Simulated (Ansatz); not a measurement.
Computed properties of YSi

YSi:
```cif
data_SiY
_chemical_formula_sum 'Y1 Si1'
_space_group_name_H-M_alt 'P 1'
_space_group_IT_number 1
_cell_length_a 3.68524
_cell_length_b 3.68524
_cell_length_c 4.12383
_cell_angle_alpha 90.000
_cell_angle_beta 90.000
_cell_angle_gamma 120.000
loop_
_space_group_symop_operation_xyz
  'x, y, z'
loop_
_atom_site_label
_atom_site_type_symbol
_atom_site_fract_x
_atom_site_fract_y
_atom_site_fract_z
_atom_site_occupancy
Y1 Y 0.00000 0.00000 0.00000 1
Si1 Si 0.66667 0.33333 0.50000 1
```

Space group P-6m2 (No. 187); conventional cell a = b = 3.685 Å, c = 4.124 Å, α = β = 90.00°, γ = 120.00°.

Method: DFT-PBE in the program Ansatz with PAW potentials. Structure relaxed to zero pressure with the same functional. Other levels are named where they apply.

### Cell and energy

```json
{
  "volume_per_atom": "24.25 Å³",
  "density": "4.01 g/cm³",
  "Formation energy from the elements (no fitted shifts)": "-287 meV/atom"
}
```

### Electronic structure

```json
{
 "electronic_character": "metallic (no gap)",
 "Density of states at the Fermi level": "0.93 states/eV per atom (mean over ±0.08 eV)"
}
```

The cell is a constructed one: a structure type filled with these elements; neither database checked (COD, Materials Project) lists it. Whether it is the stable phase at ambient conditions was not checked. The cell was relaxed with PBE under the symmetry of its start; whether a distortion lowers the energy is not shown. No spin polarisation was allowed. The references are the lowest solids computed at this level, not always the standard phases. Scalar-relativistic: spin–orbit coupling is off unless named, which matters more the heavier the elements.

Potentials: the later of the program's two PAW sets.
